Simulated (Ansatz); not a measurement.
Polymorphs of GeW₂, each relaxed with plane-wave PAW PBE (Ansatz code):

A: P4/nmm
a = b = 3.7657 Å, c = 6.8263 Å, α = β = γ = 90.00°

```
atom  site  symmetry       x       y       z
----  ----  --------  ------  ------  ------
W       2a      -4m2  0.0000  0.0000  0.0000
W       2c       4mm  0.5000  0.0000  0.3276
Ge      2c       4mm  0.0000  0.5000  0.2929
```

B: P6_3/mmc
a = 4.5427 Å, b = 4.5427 Å, c = 5.2622 Å, α = 90.00°, β = 90.00°, γ = 120.00°

| atom | site | symmetry | x | y | z |
|---|---|---|---|---|---|
| Ge | 2c | -6m2 | 0.3333 | 0.6667 | 0.2500 |
| W | 2a | -3m. | 0.0000 | 0.0000 | 0.0000 |
| W | 2d | -6m2 | 0.6667 | 0.3333 | 0.2500 |

Problem. Put the candidates in order of energy per atom at 0 K, lowest first, for PBE.

Solution. A (+0 meV/atom), B (+137 meV/atom)

Constructed cells (a structure type filled with these elements, in neither database checked): A; B. All cells were relaxed under the symmetry of their starts (and spin orders); stability against distortions was not tested throughout. Rows with no word on spin ran without spin polarisation. Spin–orbit coupling is left out wherever it is not named.

Energies hold the estimated change up to a 700 eV cutoff; steps of a few meV lie near the error of the meshes.

Potentials: the later of the program's two PAW sets.
